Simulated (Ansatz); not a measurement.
**CdS: computed property card**

CdS:
```cif
data_CdS
_chemical_formula_sum 'Cd1 S1'
_space_group_name_H-M_alt 'P-6m2'
_space_group_IT_number 187
_space_group_name_Hall 'P -6 2'
_cell_length_a 3.75337
_cell_length_b 3.75337
_cell_length_c 3.42582
_cell_angle_alpha 90.000
_cell_angle_beta 90.000
_cell_angle_gamma 120.000
loop_
_atom_site_label
_atom_site_type_symbol
_atom_site_symmetry_multiplicity
_atom_site_Wyckoff_symbol
_atom_site_fract_x
_atom_site_fract_y
_atom_site_fract_z
_atom_site_occupancy
Cd1 Cd 1 a 0.00000 0.00000 0.00000 1
S1 S 1 f 0.66667 0.33333 0.50000 1
```

Space group P-6m2 (No. 187); conventional cell a = b = 3.753 Å, c = 3.426 Å, α = β = 90.00°, γ = 120.00°.

Method: the program Ansatz at the HSE06 level (PAW). Structure relaxed to zero pressure with the same functional. Other levels are named where they apply.

**Cell and energy**

```
Property              Value
---------------  ----------
Volume per atom    20.90 Å³
Density          5.74 g/cm³
```

**Electronic structure**

```
Property                                                                                          Result
----------------------------------------  --------------------------------------------------------------
Band gap                                                                              0.55 eV (indirect)
Valence-band maximum                                                                                at K
Conduction-band minimum                                                      at L (3 equivalent valleys)
Smallest direct gap on the standard path                                                         1.17 eV
Gap with spin–orbit coupling              0.53 eV (at the special points and the edges found without it)
```

**Mechanics**

```
Property                               Value
----------------------------------  --------
Bulk modulus (Birch–Murnaghan fit)  74.0 GPa
Pressure derivative B′                   4.5
```

**Charges**

```
Property                     Value
-------------  -------------------
Bader charges  Cd +1.03, S -1.03 e
```

A made-up cell: these elements were put on the sites of a structure type; neither database checked (COD, Materials Project) lists it. It is not the phase usual at ambient conditions (space group No. 186, 216). The cell was relaxed with HSE06 under the symmetry of its start; whether a distortion lowers the energy is not shown. The hybrid was solved on a coarse mesh, the path and, where they were found, the r²SCAN edge points; its band edges are the extreme levels among these. Spin–orbit coupling is left out wherever it is not named.

Potentials: the later of the program's two PAW sets.
